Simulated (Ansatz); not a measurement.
Starting cell, Ge (diamond):

```xyz
4
Lattice="0.0000 5.7622 5.7622 2.8811 0.0000 2.8811 2.8811 2.8811 0.0000" Properties=species:S:1:pos:R:3 pbc="T T T"
Ge     2.8811     2.8811     2.8811
Ge     2.8811     5.7622     5.7622
Ge     4.3217     4.3217     4.3217
Ge     4.3217     7.2028     7.2028
```

The atoms are displaced by Q × the pattern below (from a DFPT mode at L = (0.5, 0.0, 0.0), largest move 1; Q in Å), at fixed cell. (q is in reciprocal vectors of the primitive cell; the cell shown is doubled to hold the pattern.)

```json
[
 {"atom": "Ge1", "x": "-0.577", "y": "0.577", "z": "0.577"},
 {"atom": "Ge2", "x": "0.577", "y": "-0.577", "z": "-0.577"},
 {"atom": "Ge3", "x": "0.577", "y": "-0.577", "z": "-0.577"},
 {"atom": "Ge4", "x": "-0.577", "y": "0.577", "z": "0.577"}
]
```

These are PBE (plane waves to 420 eV, PAW, scalar-relativistic; Ansatz, an electronic-structure program) values and carry that method's errors. k mesh 7×14×14 (Γ-centred), Fermi-Dirac smearing 0.05 eV. The energy includes the smearing's −TS. With partly filled bands, energies and forces of such displacements shift with the k mesh and the smearing. Ge was relaxed with its symmetry unable to fall. The PAW data are Ansatz's earlier set. The zero of ΔE is the undisplaced structure.

```tsv
Q (Å)	ΔE (eV/cell)
-0.100	0.221
-0.067	0.100
-0.033	0.025
0.000	0.000
0.033	0.025
0.067	0.100
0.100	0.221
```

Question: Which DFPT wavenumber at L = (0.5, 0.0, 0.0) belongs to this mode?
A) 264 cm⁻¹
B) 208 cm⁻¹
C) 59 cm⁻¹

Answer: B, 208 cm⁻¹. The curvature of the scan gives 208 cm⁻¹

(A displaced cell: forces are minus the slopes of the energy, force constants its curvatures, and phonons follow from these.)
